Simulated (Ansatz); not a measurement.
## CdS with Se replacing S: gradients before and after relaxing the atoms

Start: a supercell of CdS (zinc blende type, F-43m) built from a structure deposited in the COD, with all atoms left at the host's positions.

Space group F-43m (No. 216); a = 17.4990 Å.

```csv
site,Wyckoff,site symmetry,x,y,z
Cd1,16e,.3m,0.4167,0.0833,0.4167
Cd3,24g,2.mm,0.7500,0.0833,0.7500
Cd5,48h,..m,0.7500,0.9167,0.5833
Cd14,4d,-43m,0.7500,0.7500,0.7500
Cd18,16e,.3m,0.0833,0.5833,0.9167
Se,4a,-43m,0.5000,0.0000,0.5000
S29,48h,..m,0.6667,0.0000,0.6667
S32,16e,.3m,0.8333,0.8333,0.6667
S36,16e,.3m,0.1667,0.6667,0.8333
S42,24f,2.mm,0.0000,0.6667,0.0000
```

One atom of each set is listed; the run and its k-mesh use a cell of 54 atoms with edges of 12.37, 12.37, 12.37 Å.

Computed with Ansatz: DFT, PBE, plane waves and PAW, scalar-relativistic, 420 eV cutoff, Γ-centred 2×2×2 k-points, Fermi–Dirac smearing 0.01 eV.

The largest force at the start is 0.67 eV/Å. Relaxing the ions at fixed cell moves them by 0.083 Å at most (atom 2, Cd) and 0.025 Å rms.

```tsv
site	moved (Å)	first shell before	first shell after	V_zz before (10²¹ V/m²)	η before
Cd1	0.083	1 Se at 2.53 Å, 3 S at 2.53 Å	3 S at 2.52 Å, 1 Se at 2.61 Å	-1.39	0.00
Cd3	0.005	4 S at 2.53 Å	4 S at 2.52 Å	-0.034	0.43
Cd5	0.003	4 S at 2.53 Å	4 S at 2.52 Å	-0.008	0.90
Cd18	0.001	4 S at 2.53 Å	4 S at 2.52–2.53 Å	-0.005	0.00
Se	0.000	4 Cd at 2.53 Å	4 Cd at 2.61 Å	0.00	–
S29	0.019	4 Cd at 2.53 Å	4 Cd at 2.52 Å	-0.13	0.14
S32	0.001	4 Cd at 2.53 Å	4 Cd at 2.52 Å	<0.005	–
S36	0.001	4 Cd at 2.53 Å	4 Cd at 2.52–2.53 Å	0.004	0.00
```

(1) What are V_zz and η after the relaxation?

Answers

(1) 

| site | V_zz after | η after | change of V_zz |
| --- | --- | --- | --- |
| Cd1 | 1.17 | 0.00 | +2.56 |
| Cd3 | -0.30 | 0.63 | -0.27 |
| Cd5 | 0.16 | 0.11 | +0.17 |
| Cd18 | 0.056 | 0.00 | +0.06 |
| Se | 0.00 | – | 0.00 |
| S29 | -0.59 | 0.62 | -0.46 |
| S32 | 0.072 | 0.00 | +0.07 |
| S36 | 0.081 | 0.00 | +0.08 |

The largest change of V_zz along a kept axis is on Cd1, from -1.39 to 1.17. Where |V_zz| stays above 0.1 and the axes keep their order, η moves most on S29, from 0.14 to 0.62. V_zz changes sign on Cd1 (same axis). Other sites with |V_zz| of 0.02 or less aren't listed.

The defect repeats with the cell of 54 atoms, so it feels its images: sites between two images don't show the values beside a lone defect, and zeros or small values of η there can come from the images' arrangement. Without spin–orbit coupling (the program notes it for Cd) the gradients can shift somewhat, as the gap is small.
Before: The neighbours have not yet relaxed around the defect (largest force 0.67 eV/Å), so a real crystal will differ.
After: The relaxation keeps the site symmetry -43m of the start, so the impurity can't leave its site; a start off the site could end lower.
